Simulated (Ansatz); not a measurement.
Starting cell, CdTe (zinc blende):

```
CdTe
1.0
    0.00000     3.30902     3.30902
    3.30902     0.00000     3.30902
    3.30902     3.30902     0.00000
Te Cd
1 1
Cartesian
  4.96354   4.96354   4.96354
  0.00000   0.00000   0.00000
```

In each cell atom 2 (Cd, nearest neighbour Te at 2.866 Å; its periodic images, 4.7 Å or more away, move with it) moves by s·(0.000, 0.000, 1.000) (along Cartesian z), the rest being held.

Calculation: PBE (plane waves to 420 eV, PAW, scalar-relativistic; Ansatz, a first-principles code). k mesh 7×7×7 (Γ-centred), Fermi-Dirac smearing 0.05 eV. The energy includes the smearing's −TS. CdTe was relaxed with its symmetry unable to fall. Spin-orbit coupling is left out, though Te is heavy. ΔE is measured from the undisplaced structure.

```tsv
s (Å)	ΔE (meV/cell)
-0.860	withheld
-0.688	803
-0.516	470
-0.344	215
-0.172	55
0.000	0
0.172	55
0.344	215
0.516	470
0.688	803
0.860	withheld
```

**Question.** Fit an even polynomial form (powers 2, 4) to the given rows and predict ΔE at s = -0.860.

**Answer.** Least squares on the 9 given rows: ΔE = (1856)·s² + (-336.3)·s⁴, in meV/cell with s in Å; root-mean-square residual 0.3 meV/cell. At -0.860 the fit gives 1189 meV/cell; the calculation gives 1192 meV/cell, so the extrapolation is off by -3 (-0.3 %). The quadratic term alone would give 1373 meV/cell.

(A displaced cell: forces are minus the slopes of the energy, force constants its curvatures, and phonons follow from these.)
